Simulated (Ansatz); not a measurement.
Polymorphs of AlIr, each relaxed with DFT-PBE in the program Ansatz with PAW potentials:

A: rock salt (Fm-3m)
a = b = c = 5.0495 Å, α = β = γ = 90.00°

```csv
atom,site,symmetry,x,y,z
Ir,4a,m-3m,0.0000,0.0000,0.0000
Al,4b,m-3m,0.5000,0.5000,0.5000
```

B: Cmcm
a = 2.844 Å, b = 9.626 Å, c = 4.175 Å, α = β = γ = 90.00°

| atom | site | symmetry | x | y | z |
|---|---|---|---|---|---|
| Al | 4c | m2m | 0.0000 | 0.4140 | 0.2500 |
| Ir | 4c | m2m | 0.0000 | 0.1510 | 0.2500 |

Task: Put the candidates in order of energy per atom at 0 K, lowest first, for PBE.

Result: B (+0 meV/atom), A (+593 meV/atom)

Typed or built starts, not in the databases checked: A; B. All cells were relaxed under the symmetry of their starts (and spin orders); stability against distortions was not tested throughout. Rows with no word on spin ran without spin polarisation. Scalar-relativistic: spin–orbit coupling is off unless named, which matters more the heavier the elements.

Energies hold the estimated change up to a 700 eV cutoff; steps of a few meV lie near the error of the meshes.

Potentials: the earlier of the program's two PAW sets.
